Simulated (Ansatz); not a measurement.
CuI:
```xyz
6
Lattice="4.1896 0.0000 0.0000 -2.0948 3.6283 0.0000 0.0000 0.0000 9.7203" Properties=species:S:1:pos:R:3 pbc="T T T"
Cu     1.0470     1.8134     4.8601
Cu     2.0956     0.0000     8.1002
Cu    -1.0478     1.8149     1.6200
I      1.0474     1.8141     0.0000
I      2.0949     0.0000     3.2401
I     -1.0474     1.8142     6.4802
```

This is the r²SCAN+D4-relaxed structure.

**Question.** All from DFT-r²SCAN+D4 in the program Ansatz with PAW potentials, unless another level is named. Predict the electron effective mass.

**Answer.** 0.17 mₑ (isotropic).

**Question.** Next, the band gap?

**Answer.** 1.18 eV (indirect).

**Question.** What about the hole effective mass?

**Answer.** 0.38, 0.38, 0.62 mₑ (principal values).

**Question.** Give the weight of the conduction-edge state by species (Voronoi cells).

**Answer.** Cu 68 %, I 32 %.

**Question.** And the weight of the valence-edge state by species (Voronoi cells)?

**Answer.** Cu 60 %, I 40 %.

Space group P6_422. The start of the workflow was typed in or built on a structure type; neither database checked (COD, Materials Project) lists it. It is not the phase usual at ambient conditions (space group No. 216). Symmetry was held in the r²SCAN+D4 relaxation; its stability against distortions is not shown here. The workflow began spin-polarised and lost its moments. The volume moved by -31 % from the start of the relaxation. Spin–orbit coupling is left out wherever it is not named.

Potentials: the earlier of the program's two PAW sets.
